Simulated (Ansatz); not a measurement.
The elements of this relaxed trial crystal are hidden behind letters.

```
lattice vectors (Å)
   4.0814    0.0000    0.0000
  -2.0407    3.5346    0.0000
   0.0000    0.0000    5.7184
fractional positions
X 0.0000 0.0000 0.0000
Z 0.6667 0.3333 0.5000
Q 0.3333 0.6667 0.5000
```

These are results of DFT PBE, scalar-relativistic, plane waves, PAW (Ansatz), not measurements. Plane waves to 420 eV, a 12×12×8 mesh through Γ for the 3-atom cell and 0.10 eV Gaussian smearing; no spin polarisation.

```
Space group                                : P-6m2 (No. 187)
Conventional cell                          : a = 4.081 Å, c = 5.718 Å
Volume per atom                            : 27.50 Å³
Density                                    : 7.25 g/cm³
Energy over the elements                   : −0.55 eV/atom
Gap on the 12×12×8 mesh of the 3-atom cell : 0 eV (a metal)
```

Energies are uncorrected and count from the elements' standard states at the same level.

Q: X is an s-block element of period 6, Z is a d-block element of period 6 and Q is a p-block element of period 3. Which elements are they?

A: X = Cs, Z = Pt, Q = S, so the formula is CsPtS. Density times volume gives a mean mass of 7.25 × 27.50/1.6605 = 120.1 u per atom, and this set has 120.0 u. Around Cs lie 6 Pt at 3.71 Å, 6 S at 3.71 Å and 6 Cs at 4.08 Å; Pt is surrounded by 3 S at 2.36 Å, 6 Cs at 3.71 Å and 6 Pt at 4.08 Å; around S lie 3 Pt at 2.36 Å and 6 Cs at 3.71 Å. Other sets within the hints have nearly the same mass, so mass alone doesn't settle it; this one was computed.

These runs have no spin–orbit coupling, which can matter for Pt. An odd number of electrons in the primitive cell allows no gap without spin; a larger cell or a magnetic state could open one. The cell is a metal run without spin; a magnetic state may lie lower. Symmetry constrained the relaxation, so the result can be a saddle point.
